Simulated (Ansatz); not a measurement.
Phases of Sn at 23 GPa

Structure types of Sn are relaxed in primitive cells with their symmetry kept at 23 GPa, first on PAW files, then by LAPW. The enthalpy is E + pV at zero temperature, without zero-point motion. Only the types listed were tried, and differences under about 5 meV/atom are mesh noise. Not among the end structures: fcc, diamond, which may lie lower.

Computed with Ansatz 0.2.0; functional PBEsol, scalar-relativistic. Settings: Fermi–Dirac smearing of 0.05 eV, no spin polarisation. Methods: LAPW: all electrons, basis error target 0.5 meV/atom; PAW: frozen-core files, cutoff 420 eV.

k meshes: bcc 15×15×15, hcp 14×14×8, omega 7×7×10, sc 13×13×13, simple hexagonal 14×14×13.

Spin–orbit coupling is left out, which matters for the heavy atoms. The PAW files were made under PBE.

Task: Which type is lowest in enthalpy, and by how much?

Result: bcc, 9 meV/atom below hcp. The whole table:

| start type | ends as | a, b, c (Å) | V (Å³/atom) | H − H(lowest), LAPW (meV/atom) | same, PAW |
| --- | --- | --- | --- | --- | --- |
| bcc | bcc, Im-3m | 3.457, 3.457, 3.457 | 20.65 | 0.0 | 0.0 |
| hcp | hcp, P6_3/mmc | 3.053, 3.053, 5.142 | 20.75 | 8.7 | 8.8 |
| omega | omega, P6/mmm | 4.934, 4.934, 2.957 | 20.78 | 32.0 | 32.2 |
| sc | sc, Pm-3m | 2.804, 2.804, 2.804 | 22.04 | 229.9 | 230.0 |
| simple hexagonal | simple hexagonal, P6/mmm | 2.975, 2.975, 2.767 | 21.21 | 67.1 | 67.0 |

Task: Split the lead of bcc over hcp into energy and pV.

Result: For hcp less bcc: ΔE = -5.4 meV/atom, and p·ΔV = 23 GPa × +0.0984 Å³ × 6.242 meV/(GPa·Å³) = +14.1 meV/atom, together 8.7 meV/atom. bcc wins by its smaller volume, against the internal energy.
